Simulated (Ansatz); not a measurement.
In: from a starting cell to a relaxed one

The start is a randomly generated symmetric cell of In (space group No. 123). Cell shape, volume and atoms are optimised at zero target pressure with r2SCAN (plane waves to 500 eV, PAW, scalar-relativistic; Ansatz, a quantum-chemistry and plane-wave program). First-step values are on the input's coarse k-mesh.

Ansatz input (later rounds restart from its end on a renewed k-mesh):
Ansatz 0.2 input:
```yaml
crystal:
  lattice:
    - [2.7045383, 0, 0]
    - [0, 2.7045383, 0]
    - [0, 0, 3.9124799]
  atoms:
    - { symbol: In, position: [0.5, 0.5, 0] }
basis: { ecutwfc: 500, ecutrho_ratio: 4, xc_grid: 4, fft_grid_basis: typed }
kpoints: { mp_grid: { grid: [12, 12, 8] } }
hamiltonian:
  xc: r2scan
  dispersion: none
  pseudopotentials: { azcp: { folder: ./paw }, kind: paw }
scf: { occupations: { method: fermi_dirac, width: 0.05 } }
relax: { f_tol: 0.01, max_steps: 100, cell: { stress_tol: 0.02 } }
output: { forces: true, stress: true }
```

### Question
What pressure does the first self-consistent step give?

### Answer
+11.3 GPa (positive: the cell is compressed).

### Question
What symmetry does the relaxed structure have?

### Answer
The space group goes from P4/mmm (No. 123) to Pm-3m (No. 221); the end is AFLOW prototype A_cP1_221_a (A_h), with 1 atom in the primitive cell.

### Question
By how much does the energy per atom fall from start to end?

### Answer
0.50 eV/atom.

### Question
Give the final cell and atomic positions.

### Answer

```cif
data_In
_chemical_formula_sum 'In1'
_space_group_name_H-M_alt 'Pm-3m'
_space_group_IT_number 221
_space_group_name_Hall '-P 4 2 3'
_cell_length_a 3.04448
_cell_length_b 3.04448
_cell_length_c 3.04448
_cell_angle_alpha 90.000
_cell_angle_beta 90.000
_cell_angle_gamma 90.000
loop_
_atom_site_label
_atom_site_type_symbol
_atom_site_symmetry_multiplicity
_atom_site_Wyckoff_symbol
_atom_site_fract_x
_atom_site_fract_y
_atom_site_fract_z
_atom_site_occupancy
In1 In 1 b 0.50000 0.50000 0.50000 1
```

Final values are on a 15×15×15 k-mesh of the relaxed cell. No spin polarisation in the result.

The run could not lose the symmetry of its start, so the end can be a saddle point.

The relaxed structure here is a generated cell of In: the first start was made by a random draw of sites in a space group, and the end was not matched to a known phase here, so it may be hypothetical. Known forms of In include space group No. 139.
